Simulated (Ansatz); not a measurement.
The elements of this relaxed trial crystal are hidden behind letters.

```
lattice vectors (Å)
   1.4540    0.8395   11.7616
  -1.4540    0.8395   11.7616
   0.0000   -1.6789   11.7616
fractional positions
X 0.0000 0.0000 0.0000
X 0.6000 0.6000 0.6000
X 0.4000 0.4000 0.4000
Z 0.1964 0.1964 0.1964
Z 0.8036 0.8036 0.8036
Q 0.3001 0.3001 0.3001
Q 0.9012 0.9012 0.9012
Q 0.5000 0.5000 0.5000
Q 0.0988 0.0988 0.0988
Q 0.6999 0.6999 0.6999
```

Method: Ansatz, DFT PBE, scalar-relativistic, plane waves, PAW. The final run on the 10-atom cell used 420 eV, a Γ-centred 12×12×12 mesh, 0.10 eV smearing and no spin polarisation.

* Space group: R-3m (No. 166)
* Conventional cell: a = 2.908 Å, c = 35.285 Å
* Volume per atom: 8.61 Å³
* Density: 4.87 g/cm³
* Energy over the elements: −1.09 eV/atom
* Gap on the 12×12×12 mesh of the 10-atom cell: 0 eV (a metal)

Energies are uncorrected and count from the elements' standard states at the same level.

**Question.** X is a p-block element of period 3, Z is a d-block element of period 4 and Q is a p-block element of period 2. Which elements are they?

**Answer.** X = Al, Z = V, Q = N, so the formula is Al3V2N5. Density times volume gives a mean mass of 4.87 × 8.61/1.6605 = 25.3 u per atom, and this set has 25.3 u. Around Al on a site of symmetry -3m lie 6 N at 2.05 Å; V is surrounded by 3 N at 1.98 Å, 3 N at 2.15 Å, 3 V at 2.69 Å, 6 V at 2.91 Å and 3 Al at 3.00 Å; N on a site of symmetry 3m has 6 Al at 2.05 Å; 3 more sites not described. Other sets within the hints have nearly the same mass, so mass alone doesn't settle it; this one was computed.

Trial moments died out on the coarse mesh, so the last step has no spin; another magnetic start might hold. A structure relaxed within its symmetry needn't be a true minimum.
